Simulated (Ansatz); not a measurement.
Total density of states per atom from the program Ansatz at the PBEsol level (PAW), in 0.25 eV bins, energy from the Fermi level:

```json
[
 {"E (eV)": "-7.85", "states/eV/atom": "0.15"},
 {"E (eV)": "-7.60", "states/eV/atom": "0.17"},
 {"E (eV)": "-7.35", "states/eV/atom": "0.23"},
 {"E (eV)": "-7.10", "states/eV/atom": "0.41"},
 {"E (eV)": "-6.85", "states/eV/atom": "0.43"},
 {"E (eV)": "-6.60", "states/eV/atom": "0.69"},
 {"E (eV)": "-6.35", "states/eV/atom": "1.44"},
 {"E (eV)": "-6.10", "states/eV/atom": "0.91"},
 {"E (eV)": "-5.85", "states/eV/atom": "0.91"},
 {"E (eV)": "-5.60", "states/eV/atom": "1.04"},
 {"E (eV)": "-5.35", "states/eV/atom": "0.98"},
 {"E (eV)": "-5.10", "states/eV/atom": "0.86"},
 {"E (eV)": "-4.85", "states/eV/atom": "1.21"},
 {"E (eV)": "-4.60", "states/eV/atom": "1.20"},
 {"E (eV)": "-4.35", "states/eV/atom": "1.13"},
 {"E (eV)": "-4.10", "states/eV/atom": "1.25"},
 {"E (eV)": "-3.85", "states/eV/atom": "1.73"},
 {"E (eV)": "-3.60", "states/eV/atom": "1.96"},
 {"E (eV)": "-3.35", "states/eV/atom": "2.24"},
 {"E (eV)": "-3.10", "states/eV/atom": "2.63"},
 {"E (eV)": "-2.85", "states/eV/atom": "3.58"},
 {"E (eV)": "-2.60", "states/eV/atom": "2.80"},
 {"E (eV)": "-2.35", "states/eV/atom": "2.86"},
 {"E (eV)": "-2.10", "states/eV/atom": "2.95"},
 {"E (eV)": "-1.85", "states/eV/atom": "3.26"},
 {"E (eV)": "-1.60", "states/eV/atom": "4.18"},
 {"E (eV)": "-1.35", "states/eV/atom": "0.55"},
 {"E (eV)": "-1.10", "states/eV/atom": "0.38"},
 {"E (eV)": "-0.85", "states/eV/atom": "0.36"},
 {"E (eV)": "-0.60", "states/eV/atom": "0.34"},
 {"E (eV)": "-0.35", "states/eV/atom": "0.30"},
 {"E (eV)": "-0.10", "states/eV/atom": "0.33"},
 {"E (eV)": "0.15", "states/eV/atom": "0.26"},
 {"E (eV)": "0.40", "states/eV/atom": "0.27"},
 {"E (eV)": "0.65", "states/eV/atom": "0.27"},
 {"E (eV)": "0.90", "states/eV/atom": "0.27"},
 {"E (eV)": "1.15", "states/eV/atom": "0.25"},
 {"E (eV)": "1.40", "states/eV/atom": "0.24"},
 {"E (eV)": "1.65", "states/eV/atom": "0.28"},
 {"E (eV)": "1.90", "states/eV/atom": "0.25"},
 {"E (eV)": "2.15", "states/eV/atom": "0.23"},
 {"E (eV)": "2.40", "states/eV/atom": "0.23"},
 {"E (eV)": "2.65", "states/eV/atom": "0.21"},
 {"E (eV)": "2.90", "states/eV/atom": "0.21"},
 {"E (eV)": "3.15", "states/eV/atom": "0.19"},
 {"E (eV)": "3.40", "states/eV/atom": "0.21"},
 {"E (eV)": "3.65", "states/eV/atom": "0.24"},
 {"E (eV)": "3.90", "states/eV/atom": "0.22"},
 {"E (eV)": "4.15", "states/eV/atom": "0.28"},
 {"E (eV)": "4.40", "states/eV/atom": "0.27"},
 {"E (eV)": "4.65", "states/eV/atom": "0.31"}
]
```

Problem. Which compound is it?
(A) Cu, dhcp (α-La type)
(B) CuO, I4/mmm (Cu on 2a, O on 2b)
(C) Sn4Au, Ccce (Sn on 16i, Au on 4a)
(D) Cu3Au, C2/m (Pearson symbol mS32)

Solution. D, Cu3Au, C2/m (Pearson symbol mS32). Within 0.5 eV of the Fermi level: Cu 4s 31 %, Cu 3d 28 %, Au 6s 10 %, Au 5d 8 %, outside the projected shells 22 %. Projections are on Löwdin-orthogonalised atomic valence shells; empty p or d shells of many metals are not among them.

The start of the workflow was typed in or built on a structure type; neither database checked (COD, Materials Project) lists it. It is not the phase usual at ambient conditions (space group No. 221). The PBEsol relaxation kept the symmetry of its start; whether a distortion lowers the energy is not shown. The run is not spin-polarised. Scalar-relativistic: spin–orbit coupling is off unless named, which matters more the heavier the elements.

Potentials: the earlier of the program's two PAW sets. The files were generated under PBE; for other functionals the program regenerates the frozen cores, and for LDA and PBEsol the local potential too.
